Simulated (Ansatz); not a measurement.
## What a change of settings does: Al$_{2}$Tl (C15 type)

First run: DFT, r2SCAN, PAW with Ansatz's default frozen-core files, scalar-relativistic (Ansatz 0.2.0).

Command: `ansatz run input.yaml --threads 2 --pin off --max-ram 5120MiB --backend cpu --events-out ev --progress --plain --runs-dir out` It took 17 s on 2 threads of Intel(R) Xeon(R) Platinum 8488C (Sapphire Rapids), with other jobs on the host, peak memory 0.96 GiB.

```yaml
crystal:
  lattice:
    - [0.0, 4.019858084, 4.019858084]
    - [4.019858084, 0.0, 4.019858084]
    - [4.019858084, 4.019858084, 0.0]
  atoms:
    - { symbol: Tl, position: [0.125, 0.125, 0.125] }
    - { symbol: Tl, position: [-0.125, -0.125, -0.125] }
    - { symbol: Al, position: [0.5, 0.5, 0.5] }
    - { symbol: Al, position: [0.5, 0.5, 0.0] }
    - { symbol: Al, position: [0.5, 0.0, 0.5] }
    - { symbol: Al, position: [0.0, 0.5, 0.5] }
kpoints:
  mp_grid: { grid: [7, 7, 7] }
scf:
  occupations: { method: fermi_dirac, width: 0.05 }
hamiltonian:
  xc: r2scan
  pseudopotentials: { kind: paw }
output:
  forces: true
  stress: true
  eigenvalues: true
  efg: { contact_densities: true }
  populations: true
  bader: true
  dos: { projected: true, de: 0.2, e_range: [-14, 8] }
  write_density: true
  write_potential: true
  elf: true
  volumetric_format: npy
```

The cell comes from a relaxation on PAW files under the same functional, begun from a prototype that needn't be the stable phase.

It converges in 6 SCF iterations at a pressure of -0.04 GPa, cutoff 500 eV.

A second input differs as follows:

```diff
   lattice:
-    - [0.0, 4.019858084, 4.019858084]
-    - [4.019858084, 0.0, 4.019858084]
-    - [4.019858084, 4.019858084, 0.0]
+    - [0.0, 3.21588647, 3.21588647]
+    - [3.21588647, 0.0, 3.21588647]
+    - [3.21588647, 3.21588647, 0.0]
   atoms:
   occupations: { method: fermi_dirac, width: 0.05 }
+  max_iter: 60
 hamiltonian:
   populations: true
-  bader: true
-  dos: { projected: true, de: 0.2, e_range: [-14, 8] }
-  write_density: true
-  write_potential: true
-  elf: true
-  volumetric_format: npy
```

What is wrong with it, and what does the program do?

The change was made to test a lattice far too small. The run converges in 7 SCF iterations at a pressure of 155.7 GPa, cutoff 500 eV. Compare each number with the sound run's before taking it for a property of the system. The log ends:
```
  k-point 19: bands = ["4.1066", "4.2092", "4.6934", "4.8107", "5.0499", "5.2641", "5.2739", "5.4291", "6.3628", "6.3699", "7.3783", "7.9618", "8.4515", "10.0272", "14.0600", "15.8281", "17.4457", "17.9126", "21.2060", "21.5590", "22.5585", "23.1578", "23.8071", "24.1119", "25.7515"]
--- Löwdin populations: 6 sites ---
  site symbol       q [e]
     0     Tl     13.0715
     1     Tl     13.0715
     2     Al      2.8436
     3     Al      2.8436
     4     Al      2.8436
     5     Al      2.8436
  spilling = 0.012700 (of n_electrons = 38.000000)
```
